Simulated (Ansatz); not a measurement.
# Ba6LiNb2IrCl2O12 — O-17 NMR of the central transition

Cell: a computed structure from the Materials Project (it need not be an observed phase), taken as it stands.

```cif
data_Ba6LiNb2IrCl2O12
_symmetry_space_group_name_H-M 'P3m1'
_symmetry_Int_Tables_number 156
_cell_length_a 5.9568
_cell_length_b 5.9568
_cell_length_c 15.5582
_cell_angle_alpha 90.000
_cell_angle_beta 90.000
_cell_angle_gamma 120.000
loop_
_atom_site_label
_atom_site_type_symbol
_atom_site_symmetry_multiplicity
_atom_site_Wyckoff_symbol
_atom_site_fract_x
_atom_site_fract_y
_atom_site_fract_z
Ba1 Ba 1 a 0.0000 0.0000 0.3633
Ba2 Ba 1 a 0.0000 0.0000 0.7890
Ba3 Ba 1 b 0.3333 0.6667 0.6356
Ba4 Ba 1 b 0.3333 0.6667 0.8911
Ba5 Ba 1 a 0.0000 0.0000 0.0665
Ba6 Ba 1 b 0.3333 0.6667 0.2328
Li Li 1 b 0.3333 0.6667 0.0632
Nb8 Nb 1 c 0.6667 0.3333 0.8179
Nb9 Nb 1 c 0.6667 0.3333 0.1835
Ir Ir 1 c 0.6667 0.3333 0.0009
Cl11 Cl 1 b 0.3333 0.6667 0.4288
Cl12 Cl 1 a 0.0000 0.0000 0.5808
O13 O 3 d 0.8192 0.6384 0.9131
O14 O 3 d 0.9950 0.4975 0.7579
O15 O 3 d 0.8279 0.6557 0.2453
O18 O 3 d 0.5086 0.0172 0.0883
```

One atom of each set is listed.

The numbers come from a DFT calculation in Ansatz (PBE, plane waves and PAW (field gradients read without the response of the frozen cores, which leaves them typically 4 to 6 % off), scalar-relativistic, 420 eV cutoff, Γ-centred 5×5×2 k-points, Fermi–Dirac smearing 0.02 eV).

O-17 has I = 5/2 and Q = -25.58 mb (Pyykkö 2018); at 23.5 T its Larmor frequency is ν₀ = 135.7 MHz. Only the quadrupole interaction is simulated: positions count from each site's isotropic chemical shift, and J coupling is left out, as are shift anisotropy and dipolar coupling, which fast spinning averages.

(1) What does the O-17 spectrum (fast magic-angle spinning) show for each site?

Results:

(1) 

```
site                                                               first shell  C_Q (MHz)     η  P_Q (MHz)  δ_QIS (ppm)  breadth (kHz)
 O13       1 Ir at 2.08 Å, 1 Nb at 2.16 Å, angle 84°; also 4 Ba at 2.68–3.03 Å      -5.02  0.24       5.07        -8.37           2.58
 O14                                  1 Nb at 1.93 Å; also 4 Ba at 2.58–3.02 Å       1.29  0.77       1.41       -0.651          0.201
 O15                                  1 Nb at 1.92 Å; also 4 Ba at 2.55–3.30 Å       1.40  0.86       1.56       -0.792          0.242
 O18  1 Li at 1.85 Å, 1 Ir at 2.12 Å, 1 Nb at 2.20 Å; also 3 Ba at 2.88–3.00 Å      -5.06  0.37       5.17        -8.71           2.73
```

δ_QIS = −(ν_Q²/30ν₀²)[I(I+1) − 3/4](1 + η²/3) × 10⁶ ppm with ν_Q = 3|C_Q|/[2I(2I−1)]; it falls as 1/B₀² in ppm, and the breadth as 1/B₀ in kHz.

The largest force is 0.4 eV/Å, so the atoms aren't at the calculated equilibrium and relaxing them would move these values. Without spin–orbit coupling the gradients at and beside Ir can be off by some per cent, at some sites by more.

The run took 2.1 min of wall time (2.1 min of CPU time) and 0.96 GiB at its peak, on 1 thread of Arm Neoverse V1 (aarch64; 8 cores open to the job, memory cap 2.5 GiB, no GPU), a shared host with a load of 0.4 a core.
